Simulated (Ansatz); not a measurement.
# How long does this Ansatz run take?

```yaml
crystal:
  lattice:
    - [5.732, 0.0, 0.0]
    - [0.0, 3.701, 0.0]
    - [0.0, 0.0, 6.088]
  atoms:
    - { symbol: Ge, position: [0.805, 0.75, 0.59] }
    - { symbol: Ge, position: [0.195, 0.25, 0.41] }
    - { symbol: Ge, position: [0.695, 0.25, 0.09] }
    - { symbol: Ge, position: [0.305, 0.75, 0.91] }
    - { symbol: Pt, position: [0.99, 0.75, 0.195] }
    - { symbol: Pt, position: [0.01, 0.25, 0.805] }
    - { symbol: Pt, position: [0.51, 0.25, 0.695] }
    - { symbol: Pt, position: [0.49, 0.75, 0.305] }
kpoints:
  mp_grid: { grid: [8, 13, 8] }
scf:
  occupations: { method: fermi_dirac, width: 0.05 }
hamiltonian:
  xc: pbe
  pseudopotentials: { kind: paw }
output:
  forces: true
  stress: true
  populations: true
  efg: { quadrupole_moments_barn: { Ge: -0.196 }, contact_densities: true }
relax:
  f_tol: 0.02
  max_steps: 60
```

```sh
ansatz run input.yaml --threads 1 --pin off --max-ram 3072MiB --backend cpu --events-out ev --progress --plain --runs-dir out
```

It runs on 1 thread of Intel Xeon 6975P-C (Granite Rapids) (x86_64; 16 cores open to the job, memory cap 3.0 GiB, no GPU), a shared host with a load of 0.6 a core.

**Question.** Estimate the wall time and the peak memory.

**Answer.** About 2.9 min of wall time (2.9 min of CPU time) and 1.6 GiB. The run holds 128 valence electrons in 77 bands, about 2543 plane waves a k-point and 175 irreducible k-points, and took 24 SCF iterations, over 5 ionic steps. Times on a shared host vary by tens of per cent.
